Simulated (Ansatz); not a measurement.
A generator proposed this cell of B2Pt2Cl.

```cif
data_structure
_symmetry_space_group_name_H-M 'I4/mmm'
_symmetry_Int_Tables_number 139
_cell_length_a 3.9691
_cell_length_b 3.9691
_cell_length_c 9.5628
_cell_angle_alpha 90.000
_cell_angle_beta 90.000
_cell_angle_gamma 90.000
_cell_volume 150.65
loop_
_atom_site_label
_atom_site_type_symbol
_atom_site_symmetry_multiplicity
_atom_site_Wyckoff_symbol
_atom_site_fract_x
_atom_site_fract_y
_atom_site_fract_z
_atom_site_occupancy
B1 B 4 d 0.00000 0.50000 0.25000 1
Pt1 Pt 4 e 0.00000 0.00000 0.37500 1
Cl1 Cl 2 a 0.00000 0.00000 0.00000 1
```

Level of theory: DFT PBE, scalar-relativistic, plane waves, PAW in Ansatz 0.2.0. Settings: cutoff 420 eV, Γ-centred mesh 6×6×6 on the computed 5-atom cell, Gaussian smearing of 0.10 eV; no spin polarisation.

The zero of energy is the elements' standard structures at the same level (Cl₂ as a molecule); no fitted shifts are applied.

Problem. How far from equilibrium is it?

Solution. The pressure is -8.3 GPa (the mean over three directions, positive in compression), the largest force is 5.35 eV/Å, and the energy is +0.63 eV/atom against the elements. The shortest distance is 2.32 Å.

Problem. Is it a good guess?

Solution. A rough one: relaxing gains about 0.70 eV/atom (the start's value is from the coarse mesh, so the gain is rough) in 19 ionic steps and ends at −0.07 eV/atom on the finer mesh. The symmetry stays I4/mmm (No. 139). The volume per atom shrinks by 4.2 %, from 15.1 to 14.4 Å³. The shortest distance goes from 2.32 Å (B–Pt) to 2.11 Å (B–Pt). The ratio c/a of the conventional cell changes by a factor of 1.71. Conventional cell: a = 3.269 Å, c = 13.502 Å. B has 4 Pt at 2.11 Å and 4 B at 2.31 Å; around Pt lie 4 B at 2.11 Å and 4 Cl at 3.09 Å; Cl is surrounded by 8 Pt at 3.09 Å and 4 Cl at 3.27 Å.

The last run used a 16×16×16 mesh for its 5-atom cell and Gaussian smearing of 0.10 eV. These runs have no spin–orbit coupling, which can matter for Pt. The relaxation can't lower the symmetry of the start, and the grade says only how near the guess is to its own end. Symmetry constrained the relaxation, so the result can be a saddle point.
